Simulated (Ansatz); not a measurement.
Cd2HgO3 (C2/c) at 2 levels of theory

One geometry, relaxed with PBE; plane waves with PAW potentials in Ansatz, scalar-relativistic. No spin polarisation. Gaps are the least over mesh and band path; pressure is positive in compression.

```yaml
crystal:
  lattice:
    - [7.82296, -1.68509, 0.00163]
    - [7.82296, 1.68509, 0.00163]
    - [-1.44147, 0.00000, 6.55570]
  atoms:
    - { symbol: Cd, position: [0.82575, 0.83235, 0.16458] }
    - { symbol: Cd, position: [0.83235, 0.82575, 0.66458] }
    - { symbol: Cd, position: [0.17425, 0.16765, 0.83542] }
    - { symbol: Cd, position: [0.16765, 0.17425, 0.33542] }
    - { symbol: Hg, position: [0.50000, 0.50000, 0.00000] }
    - { symbol: Hg, position: [0.50000, 0.50000, 0.50000] }
    - { symbol: O, position: [0.11566, 0.88434, 0.75000] }
    - { symbol: O, position: [0.88434, 0.11566, 0.25000] }
    - { symbol: O, position: [0.67472, 0.67215, 0.08669] }
    - { symbol: O, position: [0.67215, 0.67472, 0.58669] }
    - { symbol: O, position: [0.32528, 0.32785, 0.91331] }
    - { symbol: O, position: [0.32785, 0.32528, 0.41331] }
```

| level | cutoff (eV) | k mesh | gap (eV) | pressure (GPa) |
| --- | --- | --- | --- | --- |
| PBE | 420 | 12×12×6 | 0.29 | 0.0 |

Problem. What comes out on the same cell with r2SCAN?

Solution.
```csv
level,cutoff (eV),k mesh,gap (eV),pressure (GPa)
r2SCAN,500,12×12×6,0.47,-4.9
```

Spin-orbit coupling matters for the bands of heavy elements and is left out.

The structure comes from a generated guess; another structure or a mixture of phases may lie lower.
